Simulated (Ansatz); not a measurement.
Two structures of SnTe2 were relaxed with r2SCAN in Ansatz, without spin polarisation or spin-orbit coupling; one or both may be hypothetical. The rutile (P4_2/mnm) cell is metallic, which makes its energy uncertain on these meshes, by up to tens of meV an atom. The fluorite (Fm-3m) cell is metallic, which makes its energy uncertain on these meshes, by up to tens of meV an atom.

- rutile (P4_2/mnm): it is tetragonal, P4_2/mnm (No. 136); conventional cell a = 6.959 Å, c = 4.418 Å, 35.65 Å³ an atom. Sn has 6 Te at 2.94–2.98 Å; Te has 3 Sn at 2.94–2.98 Å.
- fluorite (Fm-3m): space group Fm-3m (No. 225), cubic; conventional cell a = 7.402 Å, 33.80 Å³ an atom. Sn is surrounded by 8 Te at 3.21 Å; Te is surrounded by 4 Sn at 3.21 Å.

The second lies 152 meV an atom above the first.

**Question.** Which of the two does pressure favour?

**Answer.** The denser one, fluorite (Fm-3m): its volume is smaller by 35.65 − 33.80 = 1.85 Å³ an atom (5.2 %), so its enthalpy H = E + PV rises more slowly.

**Question.** Estimate the pressure at which their enthalpies meet, taking both as rigid.

**Answer.** P ≈ ΔE/ΔV = 152 meV/1.85 Å³ = 82.2 meV/Å³, and 1 meV/Å³ is 0.16022 GPa: P ≈ 13.2 GPa. It is an estimate: the open phase usually compresses more, which shrinks ΔV and raises the pressure, and barriers, vibrations and other phases are left out.

**Question.** What does the energy difference amount to in temperature?

**Answer.** ΔE/k_B = 152/0.08617 = 1764 K, or 5.9 times k_B T at 300 K (a scale, not a transition temperature); as a molar quantity, 14.7 kJ per mole of atoms.
